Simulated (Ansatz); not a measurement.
Mo:
Space group P6/mmm (No. 191); a = 4.6219 Å, b = 4.6219 Å, c = 2.5345 Å, α = 90.00°, β = 90.00°, γ = 120.00°

```json
[
 {"atom": "Mo", "site": "1a", "symmetry": "6/mmm", "x": "0.0000", "y": "0.0000", "z": "0.0000"},
 {"atom": "Mo", "site": "2d", "symmetry": "-6m2", "x": "0.3333", "y": "0.6667", "z": "0.5000"}
]
```

Relaxed at zero pressure with PBEsol (plane waves, PAW; program Ansatz).

Problem. The volume is raised by 3 % and shape and atoms relax at that volume. What pressure results, and how do the axes share the change?

Solution. -7.1 GPa; a 1.1 %, b 1.1 %, c 0.8 %; the energy rises by 11 meV/atom.

Problem. Give the new structure.

Solution. 
Space group P6/mmm (No. 191); a = b = 4.6718 Å, c = 2.5550 Å, α = β = 90.00°, γ = 120.00°

```json
[
 {"atom": "Mo", "site": "1a", "symmetry": "6/mmm", "x": "0.0000", "y": "0.0000", "z": "0.0000"},
 {"atom": "Mo", "site": "2d", "symmetry": "-6m2", "x": "0.3333", "y": "0.6667", "z": "0.5000"}
]
```

The phase is kept; no other phase was compared at this pressure.

The start of the workflow was typed in or built on a structure type; neither database checked (COD, Materials Project) lists it. It is not the phase usual at ambient conditions (space group No. 229). The cell was relaxed with PBEsol under the symmetry of its start. At this level the phase is dynamically unstable (imaginary phonons). The run is not spin-polarised. Axis ratios of metals converge slowly with the k-mesh, so a and c are less sure than the volume.

Potentials: the earlier of the program's two PAW sets. The files were generated under PBE; for other functionals the program regenerates the frozen cores, and for LDA and PBEsol the local potential too.
